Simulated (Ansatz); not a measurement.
This NaGa3Sb3 structure is the end of a relaxation. The cell was found from a structure generator's guess, not taken from experiment.

These are results of DFT PBE, scalar-relativistic, plane waves, PAW in Ansatz, not measurements. Cutoff 420 eV, Γ-centred mesh, Gaussian smearing, no spin polarisation.

```
Na Ga Sb
1.0
     7.68573    0.00000    0.00000
     0.00000    7.68573    0.00000
     0.00000    0.00000    7.68573
Na Ga Sb
2 6 6
Direct
  0.50000 0.50000 0.50000
  0.00000 0.00000 0.00000
  0.50000 0.00000 0.75000
  0.75000 0.50000 0.00000
  0.00000 0.75000 0.50000
  0.50000 0.00000 0.25000
  0.25000 0.50000 0.00000
  0.00000 0.25000 0.50000
  0.00000 0.50000 0.75000
  0.75000 0.00000 0.50000
  0.50000 0.75000 0.00000
  0.00000 0.50000 0.25000
  0.25000 0.00000 0.50000
  0.50000 0.25000 0.00000
```

Formation energies are uncorrected and refer to the elements' standard structures at the same level.

Task: Find its symmetry and describe it.

Result: Pm-3n (No. 223). Conventional cell: a = 7.686 Å. Around Na lie 12 Ga at 4.30 Å and 12 Sb at 4.30 Å (long contacts); Ga is surrounded by 4 Sb at 2.72 Å, 2 Ga at 3.84 Å and 4 Na at 4.30 Å; Sb is surrounded by 4 Ga at 2.72 Å, 2 Sb at 3.84 Å and 4 Na at 4.30 Å.

Task: How far does it lie from the elements in energy?

Result: −0.05 eV/atom. Whether it is stable depends on the other phases of the system, which aren't compared here.

Task: Is it a metal?

Result: Yes, bands cross the Fermi level on the 6×6×6 mesh.

Task: From what recipe could a structure generator have reached it?

Result: One such recipe: 4-connected net, two elements alternating, guests in its cages (Pm-3n, No. 223). Other recipes can lead to the same cell.

The last run used a 6×6×6 mesh for its 14-atom cell and Gaussian smearing of 0.10 eV. These runs have no spin–orbit coupling, which can matter for Sb. Symmetry constrained the relaxation, so the result can be a saddle point.
